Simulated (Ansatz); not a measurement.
The calculation used DFT PBE, scalar-relativistic, plane waves, PAW in Ansatz. Settings of the last relaxation (5-atom cell): 420 eV, 14×14×14 k points, Gaussian smearing of 0.10 eV, collinear spin.

The zero of energy is the elements' standard structures at the same level; no fitted shifts are applied.

Problem. Propose a candidate for a tetragonal metal made of Fe and Pt, with a formation energy near −0.08 eV/atom, a density near 10.93 g/cm³ and a net moment near 2.2 μB per atom, in a cell of 5 atoms. Its symmetry should be I4/m (No. 87).

Solution. Fe4Pt, space group I4/m (No. 87). Around Fe lie 6 Fe at 2.49–2.52 Å, 2 Pt at 2.62 Å, 3 Fe at 2.86–2.91 Å, 1 Pt at 2.88 Å and 2 Fe at 3.08 Å; Pt has 8 Fe at 2.62 Å, 4 Fe at 2.88 Å and 2 Pt at 2.91 Å.

```xyz
5
Lattice="-3.3044 3.3044 1.4554 3.3044 -3.3044 1.4554 3.3044 3.3044 -1.4554" Properties=species:S:1:pos:R:3 pbc="T T T"
Fe    2.5983   -1.2433    1.4554
Fe    0.7061    4.5477    0.0000
Fe    1.2433    2.5983    1.4554
Fe    2.0611    0.7061    0.0000
Pt    0.0000    0.0000    1.4554
```

| Property | Result |
| --- | --- |
| Volume per atom | 12.71 Å³ |
| Density | 10.93 g/cm³ |
| Formation energy | −0.08 eV/atom |
| Gap on the 14×14×14 mesh of the 5-atom cell | 0 eV (a metal) |
| Net moment per atom | 2.24 μB |
| Moment by site | Fe 2.7 (×4); Pt 0.5 μB |

The cell was found from a structure generator's guess, not taken from experiment. Other answers may fit too; this one was computed.

These runs have no spin–orbit coupling, which can matter for Pt. The magnetic state reached may not be the lowest. A structure relaxed within its symmetry needn't be a true minimum. Site moments count only spheres around the atoms; the net moment includes the space between them.
